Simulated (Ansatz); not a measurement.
Input file for Ansatz (an electronic-structure program):

Ansatz 0.2 input:
```yaml
crystal:
  lattice:
    - [1.9698102765, 1.1372704934, 6.706993405]
    - [-1.9698102765, 1.1372704934, 6.706993405]
    - [0.0, -2.2745409867, 6.706993405]
  atoms:
    - { symbol: Ni, position: [0.0, 0.0, 0.0], spin: 1.36 }
    - { symbol: I, position: [0.2572171425, 0.2572171425, 0.2572171425], spin: 0.33 }
    - { symbol: I, position: [0.7427828575, 0.7427828575, 0.7427828575], spin: 0.33 }
kpoints:
  mp_grid: { grid: [8, 8, 8] }
hamiltonian:
  xc: r2scan
  dispersion: d4
  pseudopotentials: { kind: paw }
magnetization: { spin_polarized: true }
scf:
  occupations: { method: gaussian, width: 0.02 }
checkpoint: { read: static.run }
output: { write_density: true, elf: true, volumetric_format: npy }
basis: { fft_grid_basis: typed }
```

Output (shortened):

```
Pseudopotential: Ni, paw, valence charge 18
Pseudopotential: I, paw, valence charge 17
Functional definition: r2SCAN
Crystal: 3 atoms, lattice volume = 90.150 Å³
Basis set: ecut = 500 eV, 2287 PW (Γ), exchange–correlation on 216×216×216 points (64 copies of the dense FFT grid, shifted against one another)
Bands: 33, of which v1, the nominal top of the filled ones, is band 26 counted from 1 (25 counted from 0)
Symmetry: 12 space group operations
Space group: R-3m (ITA 166), of the structure as read, at distance tolerance 4.5e-5 Å
k-points: 65 of 512
Stability of the state it starts from, as read at its close in the collinear treatment (another_mixer)
Starting moments: Σ|m| = 2.02 μB on 3 of 3 sites; this step starts from the density that it was given
iter 1 solved again at ethr=5.69e-7 eV; its pass at ethr=3.10e-3 eV (dr2=2.96e-4 eV) is discarded
SCF iter   1: F=—  HF=-20902.739511 eV  |F-HF|=—  |Δ(HF+E_count)|=         —  Δρ=1.62e-6 (↑1.62e-6 ↓1.24e-6)  dr2=1.43e-9  dr2_τ=2.72e-10  dr2_m=4.39e-10  M=2.000 μB ∫|m|=2.127 μB  β_m=1.20  ethr=5.69e-7  ⟨swp⟩=3.3  Hψ=32097  notcnv=0
preconditioner: auto → Resta (q_TF=auto, 2.489 Å⁻¹)
spin=Collinear: Resta preconditioning applied to the charge; magnetization (m = ρ↑ − ρ↓) channel mixes plain (no charge-response kernel on spin).
SCF iter   2: F=—  HF=-20902.739417 eV  |F-HF|=—  |Δ(HF+E_count)|=   9.47e-5  Δρ=1.31e-6 (↑1.31e-6 ↓9.34e-7)  dr2=1.03e-9  dr2_τ=2.49e-10  dr2_m=4.91e-10  M=2.000 μB ∫|m|=2.127 μB  β_m=1.20  ethr=2.74e-12  ⟨swp⟩=7.6  Hψ=21367  notcnv=0  κ⁻¹=1.0e0(r=1)
SCF iter   3: F=-20902.739417 eV  HF=-20902.739417 eV  |F-HF|=4.00e-11  |Δ(HF+E_count)|=  9.64e-10  Δρ=6.68e-7 (↑6.68e-7 ↓4.20e-7)  dr2=2.20e-10  dr2_τ=5.44e-11  dr2_m=9.79e-11  M=2.000 μB ∫|m|=2.127 μB  ethr=1.97e-12  ⟨swp⟩=1.0  Hψ=12191  notcnv=0
SCF 1 converged in 3 iterations: F = -20902.739417 eV  dr2 = 2.20e-10
Stability not checked (another_mixer)
SCF converged after 3 iterations
Magnetization: 2.0000 μB (27.0000 up, 25.0000 down)
Absolute magnetization: 2.1281 μB (∫|ρ↑−ρ↓|, with the PAW one-centre terms)
Spin contamination: 0.0070 ħ² per cell (⟨S²⟩ above its minimum at these occupations)
Per-site moments (μB) at R_I (Å): [(1.4175785244479555, 1.1311174301528464), (0.1930408499655417, 1.1311174301528464), (0.19304084996554166, 1.1311174301528464)]
Free energy (F): -20902.739417 eV
Harris-Foulkes:  -20902.739417 eV  (|F-HF|=4.00e-11)
Internal energy: -20902.739417 eV  (E = F + TS)
E sigma→0 (E₀):  -20902.739417 eV
Fermi energy:    7.802325 eV
--- Per-component energies (eV) ---
  E_band       = -1241.924769
  E_kinetic    = 654.996043
  E_local      = -9690.753679  (includes V_loc(G=0)·N_el)
  E_nonlocal   = 466.969506
  E_hartree    = 4558.970317
  E_xc         = -317.910011
  E_vxc        = -391.266156  (∫ρ·V_xc dr)
  E_paw        = -11326.985750  (= ΣΔE_a)
  E_vpaw       = -1423.797260  (= ΣTr[D̂ρ^β])
  E_aug_tail   = 0.000165  (compensation charges beyond the density's cutoff)
  E_vtau       = 23.984705  (kinetic-family band-sum trace: ∫τ·v_τ [+ j·A + Jᵃ·Aᵃ] dr)
  E_ewald      = -5247.490856
  E_disp       = -0.381189  (pairwise vdW)
  E_core_change = -0.153963  (= ΣΔE_core)
  E_smearing   =  0.000000  (= −TS)
  E_closure    = 0.000000  (closes the sum)
  Σ components = -20902.739417   (vs F -20902.739417, Δ=0.00e0)
  [band-id]    e_kinetic+e_local+e_nonlocal+2·e_hartree+e_vxc+e_vpaw+e_augmentation_tail+e_vtau = -1241.926042   (vs E_band -1241.924769, Δ=-1.27e-3)
--- Band table (eV; the first three rows and the last of 130) ---
  k-point 0 ↑: bands = ["-101.0460", "-59.9653", "-59.9406", "-59.9406", "-38.2408", "-38.2408", "-38.2408", "-38.2408", "-38.2181", "-38.2181", "-38.2163", "-38.2163", "-38.2098", "-38.2092", "-6.5763", "-5.5026", "2.2807", "3.1061", "3.1061", "4.6462", …
  k-point 1 ↑: bands = ["-101.0460", "-59.9653", "-59.9406", "-59.9406", "-38.2408", "-38.2408", "-38.2405", "-38.2405", "-38.2182", "-38.2181", "-38.2165", "-38.2164", "-38.2096", "-38.2091", "-6.4555", "-5.4492", "2.4373", "3.0620", "3.1164", "4.5201", …
  k-point 2 ↑: bands = ["-101.0460", "-59.9653", "-59.9407", "-59.9406", "-38.2408", "-38.2407", "-38.2398", "-38.2397", "-38.2182", "-38.2182", "-38.2169", "-38.2165", "-38.2092", "-38.2087", "-6.1273", "-5.3261", "2.7833", "3.0132", "3.1360", "3.7803", …
  k-point 64 ↓: bands = ["-98.4978", "-57.5041", "-57.5041", "-57.4987", "-38.1917", "-38.1917", "-38.1915", "-38.1915", "-38.1725", "-38.1725", "-38.1708", "-38.1708", "-38.1620", "-38.1617", "-6.1934", "-5.4167", "3.3194", "4.9991", "4.9991", "5.3066", …
```

Cost: about 26 core-seconds (a rough figure) on shared cores.

The workflow started from an entry of the Crystallography Open Database (COD). Whether it is the stable phase at ambient conditions was not checked. Symmetry was held in the r²SCAN+D4 relaxation; whether a distortion lowers the energy is not shown. The final state is ferromagnetic, the only order run, not a proven ground state. The cell computed holds one magnetic atom, so no antiferromagnetic order was within reach. Other orbital occupations within this spin state were not tried. No Hubbard U is applied. Scalar-relativistic: spin–orbit coupling is off unless named, which matters more the heavier the elements.

Potentials: the later of the program's two PAW sets.

Ansatz is a plane-wave DFT program.
